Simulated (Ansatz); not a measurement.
## NaSr₂, before and after

The guess for NaSr₂ was made by a generator: random cell by space group and Wyckoff sites (Fm-3m, No. 225). Its size is a rough estimate.

start:

Space group Fm-3m (No. 225). a = 7.092 Å, b = 7.092 Å, c = 7.092 Å, α = 90.00°, β = 90.00°, γ = 90.00°
| atom | site | symmetry | x | y | z |
| --- | --- | --- | --- | --- | --- |
| Na | 4a | m-3m | 0.0000 | 0.0000 | 0.0000 |
| Sr | 8c | -43m | 0.2500 | 0.2500 | 0.7500 |

Computed with DFT PBE, scalar-relativistic, plane waves, PAW (Ansatz). Cutoff 420 eV, Gaussian smearing, Γ-centred meshes. Cell and atoms relax first on a coarse mesh and then on a finer one. In between, the cell is made exact in the group found at 0.06 Å. In metals the finer mesh still leaves noise of several meV/atom or more. The steps can't lower the symmetry of their start. No spin polarisation.

end:

Space group Fm-3m (No. 225). a = 8.748 Å, b = 8.748 Å, c = 8.748 Å, α = 90.00°, β = 90.00°, γ = 90.00°
```tsv
atom	site	symmetry	x	y	z
Na	4a	m-3m	0.0000	0.0000	0.0000
Sr	8c	-43m	0.2500	0.2500	0.7500
```

The symmetry stays Fm-3m (No. 225). The end has the fluorite type. The volume per atom grows by 87.7 %, from 29.7 to 55.8 Å³. The shortest distance goes from 3.07 Å (Na–Sr) to 3.79 Å (Na–Sr). The energy falls by about 0.79 eV/atom (the start's value is from the coarse mesh).

| Quantity | Value |
| --- | --- |
| Volume per atom | 55.79 Å³ |
| Density | 1.97 g/cm³ |
| Energy over the elements | +0.23 eV/atom |
| Gap on the 10×10×10 mesh of the 3-atom cell | 0 eV (a metal) |

The zero of energy is the elements' standard structures at the same level; no fitted shifts are applied. It can't be a ground state, since the elements alone are lower.

The last run used Gaussian smearing of 0.10 eV. A structure relaxed within its symmetry needn't be a true minimum. In all, the 3 runs took 46 s on 1 thread of Arm Neoverse V1, on a shared host.
